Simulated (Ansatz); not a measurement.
The relaxed structure here is a generated cell of AlPt: the first start was made by a random draw of sites in a space group, and the end was not matched to a known phase here, so it may be hypothetical.

A relaxed cell of AlPt (Fm-3m (No. 225)), relaxed on a k-mesh at least as fine as the one used below. The numbers are results of PBEsol (plane waves to 420 eV, PAW, scalar-relativistic; Ansatz, a first-principles code), not measurements. Γ-centred k-mesh 11×11×6 on the run's cell (coarser than for final values), Fermi–Dirac smearing 0.05 eV.

```
AlPt
1.0
    0.00000     2.54051     2.54051
    2.54051     0.00000     2.54051
    5.08102     5.08102     0.00000
Al Pt
2 2
Direct
  0.50000   0.50000   0.25000
  0.50000   0.50000   0.75000
  0.00000   0.00000   0.00000
  0.00000   0.00000   0.50000
```

The atoms are displaced by (Å):

```csv
atom,ux,uy,uz
Al1,-0.053,0.060,0.038
Al2,0.114,0.014,0.028
Pt3,-0.020,-0.078,0.107
Pt4,0.111,0.053,-0.116
```

Problem. What forces (eV/Å) and pressure result?

Solution. 
| atom | Fx | Fy | Fz |
|---|---|---|---|
| Al1 | 0.56 | -0.15 | -0.13 |
| Al2 | -0.79 | -0.12 | -0.34 |
| Pt3 | 0.45 | 0.44 | -0.30 |
| Pt4 | -0.22 | -0.17 | 0.78 |

Pressure +1.8 GPa.

Problem. Estimate the energy cost of the displacement in the harmonic approximation and compare with the calculation.

Solution. For a harmonic well ΔE = −½ Σ F·u = 0.172 eV a cell, or 43 meV/atom. The calculated energy relative to the undisplaced cell is +0.05 eV/atom, so the harmonic estimate holds well.

The undisplaced cell is probably no minimum: from this displacement the run went on to R-3m (No. 166), 0.23 eV/atom below it.

No spin polarisation in the result.
